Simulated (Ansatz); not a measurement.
HgTe:
```
CELL_PARAMETERS angstrom
      4.27653     0.00000     0.00000
     -2.13826     3.70358     0.00000
      0.00000     0.00000     7.43462
ATOMIC_POSITIONS crystal
  Hg 0.00000 0.00000 0.00000
  Hg 0.00000 0.00000 0.50000
  Te 0.33333 0.66667 0.25000
  Te 0.66667 0.33333 0.75000
```

Relaxed with PBE. Special points in fractions of this cell's reciprocal vectors: Γ (0.000, 0.000, 0.000); M (0.500, 0.000, 0.000); K (0.333, 0.333, 0.000); A (0.000, 0.000, 0.500); L (0.500, 0.000, 0.500); H (0.333, 0.333, 0.500).

### Question
List the band energies nearest the Fermi level at these points for PBE in the plane-wave PAW code Ansatz.

### Answer
In eV from the Fermi level; about four levels below and three above (degenerate sets whole), none deeper than 8.9 eV; points with the same levels are listed once.

```tsv
k	below	above
Γ	-1.37 -1.01 -0.56 -0.56	0.34 0.34 2.80
M	-3.67 -3.07 -3.03 -1.95	0.20 0.96 1.83
K	-2.13 -2.13 -1.88 -1.88	3.41 5.64 5.64
A	-0.10 -0.10 -0.10 -0.10	1.76 1.76 4.96 4.96
L	-1.05 -1.05 -0.15 -0.15	4.45 4.45 6.02 6.02
H	-3.18 -3.18 -0.23 -0.23	0.87 0.87 3.04 3.04
```

Space group P6_3/mmc (NiAs type). The cell is a constructed one: a structure type filled with these elements; neither database checked (COD, Materials Project) lists it. It is not the phase usual at ambient conditions (space group No. 216). Symmetry was held in the PBE relaxation; its stability against distortions is not shown here. Spin–orbit coupling is left out wherever it is not named.

Potentials: the later of the program's two PAW sets.
